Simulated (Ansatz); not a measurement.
TiC: from a starting cell to a relaxed one

The start is a randomly generated symmetric cell of TiC (space group No. 191). Cell shape, volume and atoms are optimised at zero target pressure with PBE (plane waves to 420 eV, PAW, scalar-relativistic; Ansatz, a program for electronic structure). The first steps use a coarse 12×12×4 k-mesh.

Initial structure:
```yaml
crystal:
  lattice:
    - [2.10914, 0.00000, 0.00000]
    - [-1.05457, 1.82657, 0.00000]
    - [0.00000, 0.00000, 6.01218]
  atoms:
    - { symbol: C, position: [0.00000, 0.00000, 0.50000] }
    - { symbol: Ti, position: [0.00000, 0.00000, 0.00000] }
```

Q: How does the volume change?

A: +19.5 %, from 11.58 to 13.84 Å³/atom.

Q: How do the shortest distances between atoms change?

A: The closest pairs of elements (up to four, under 3.6 Å), start → end: C–Ti 3.01 → 2.09 Å; C–C 2.11 → 2.77 Å; Ti–Ti 2.11 → 2.77 Å.

Q: Is the relaxed structure metallic? Give its gap.

A: Zero (metallic).

Q: Give the final cell and atomic positions.

A: 
Space group P6/mmm (No. 191); a = b = 2.7674 Å, c = 4.1747 Å, α = β = 90.00°, γ = 120.00°

```json
[
 {"atom": "C", "site": "1b", "symmetry": "6/mmm", "x": "0.0000", "y": "0.0000", "z": "0.5000"},
 {"atom": "Ti", "site": "1a", "symmetry": "6/mmm", "x": "0.0000", "y": "0.0000", "z": "0.0000"}
]
```

The space group stays P6/mmm (No. 191) (the run could not lower it), with 2 atoms in the primitive cell. Final values are on a 19×19×11 k-mesh of the relaxed cell. The start holds a very short contact (C–C 2.11 Å). No spin polarisation in the result.

The run could not lose the symmetry of its start, so the end can be a saddle point.

All atoms sit on sites fixed by symmetry, so only the cell could relax.

The relaxed structure here is a generated cell of TiC: the first start was made by a random draw of sites in a space group, and the end was not matched to a known phase here, so it may be hypothetical. Known forms of TiC include space group No. 225.
